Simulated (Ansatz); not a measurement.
Ge: an elastic constant from a strain scan

These are results of DFT PBEsol, scalar-relativistic, plane waves, PAW in Ansatz 0.2.0, not measurements. Settings: plane waves to 420 eV, k-mesh 18×18×10 (Γ-centred), Gaussian smearing 0.15 eV. No spin polarisation. Energies are free energies at this smearing, counted from the undisturbed cell; pressure is positive in compression.

Zero of the scan (as given, not relaxed at this level; it stands at 0.4 GPa; this form isn't the usual structure):

```
Ge
1.0
     1.48805   -2.59469    0.00000
     1.48805    2.59469    0.00000
     0.00000    0.00000    4.72760
Ge
2
Direct
  0.66655 0.33345 0.25000
  0.33345 0.66655 0.75000
```

The cell is strained by ε times the Voigt pattern (0, 1, 0, 0, 0, 0) (xx, yy, zz, yz, xz, xy; engineering shear) with fractional coordinates fixed. The cell holds 2 atoms in V0 = 36.51 Å³. The stress column is τ = (1/V0) dE/dε, got from the stress tensor σ (compression positive) at each point as −det(1 + εP) σ : P(1 + εP)⁻¹, with P the pattern as a tensor.

| ε | ΔE (meV/atom) | τ (GPa) |
| --- | --- | --- |
| -0.0200 | 2.421 | -1.860 |
| -0.0150 | 1.481 | -1.447 |
| -0.0100 | 0.768 | -1.060 |
| -0.0050 | 0.272 | -0.678 |
| 0.0000 | 0.000 | -0.270 |
| 0.0050 | -0.025 | 0.188 |
| 0.0100 | 0.223 | 0.689 |
| 0.0150 | 0.762 | 1.200 |
| 0.0175 | 1.140 | 1.448 |
| 0.0200 | ? | ? |

Problem. Which combination of elastic constants does this scan measure, and how large is it?

Solution. For small ε, τ = τ0 + Kε with K = pᵀCp, which for this pattern is C22 in the Cartesian frame shown. The parabola through τ at ε = -0.0050, 0 and 0.0050 has slope K = 87 GPa at zero. The energies per cell, E = NΔE, of the wider pair ε = ±0.0150 give K = 2[E(ε₊)/ε₊ − E(ε₋)/ε₋]/[(ε₊ − ε₋)V0] = 88 GPa, in agreement. These are clamped-ion values.

Problem. Predict the withheld row at ε = 0.0200 from the harmonic law, and compare.

Solution. ΔE = V0(τ0 ε + Kε²/2)/N = 1.358 meV/atom and τ = 1.46 GPa. The calculation gives 1.587 meV/atom and 1.69 GPa: the energy lies 17 % above the harmonic value.

In a metal these slopes depend on the k mesh and the smearing.